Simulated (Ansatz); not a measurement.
Task: BAs (CsCl type, Pm-3m) is relaxed with plane-wave PAW PBE (Ansatz code). What lattice parameters of the conventional cell result?

Result: a = 2.940 Å.

Task: Is it a metal or does it have a gap at this level?

Result: No gap at this level.

The start of the workflow was typed in or built on a structure type; neither database checked (COD, Materials Project) lists it. It is not the phase usual at ambient conditions (space group No. 216). The cell was relaxed with PBE under the symmetry of its start; its stability against distortions is not shown here. The volume moved by 31 % from the start of the relaxation. Its formation energy is positive at this level, so the cell may be metastable or incomplete. Spin–orbit coupling is left out wherever it is not named.

Potentials: the earlier of the program's two PAW sets.
